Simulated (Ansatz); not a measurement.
Cu Kα1 powder pattern (kinematic, no thermal factors).
2θ (°) (relative intensity): 15.64 (100), 22.82 (9), 27.79 (13), 27.93 (11), 35.96 (5), 36.37 (4), 39.33 (5), 43.02 (40), 46.62 (13), 48.19 (1), 48.60 (3), 49.47 (9), 53.96 (2), 54.34 (30), 55.17 (7), 55.22 (4), 57.71 (5), 60.24 (3), 60.47 (1), 62.88 (3), 63.96 (2), 65.96 (3), 68.85 (4), 69.63 (2), 69.83 (2), 75.05 (5), 77.23 (4), 80.82 (1), 82.77 (1), 83.98 (4), 84.59 (3), 85.76 (1)

The pattern is computed from a structure relaxed with DFT PBE, scalar-relativistic, plane waves, PAW in Ansatz 0.2.0. No spin polarisation. Its elements are F, Ge.

Give the structure.

GeF$_{5}$.
Space group Cmmm (No. 65). a = 3.327 Å, b = 11.320 Å, c = 3.893 Å, α = 90.00°, β = 90.00°, γ = 90.00°
```json
{"atom": "Ge", "site": "2a", "symmetry": "mmm", "x": "0.0000", "y": "0.0000", "z": "0.0000"}
{"atom": "F", "site": "4i", "symmetry": "m2m", "x": "0.0000", "y": "0.6069", "z": "0.0000"}
{"atom": "F", "site": "2c", "symmetry": "mmm", "x": "0.5000", "y": "0.0000", "z": "0.5000"}
{"atom": "F", "site": "4j", "symmetry": "m2m", "x": "0.5000", "y": "0.6114", "z": "0.5000"}
```

A pattern alone doesn't exclude other cells with like lines; this is the one computed.

Another cell of GeF5 relaxed alike, in R-3m, lies 0.37 eV/atom lower, so this cell isn't the stable form at this level.

The cell was found from a structure generator's guess, not taken from experiment. No dispersion correction is applied, so the spacing between layers, chains or molecules is poorly fixed.
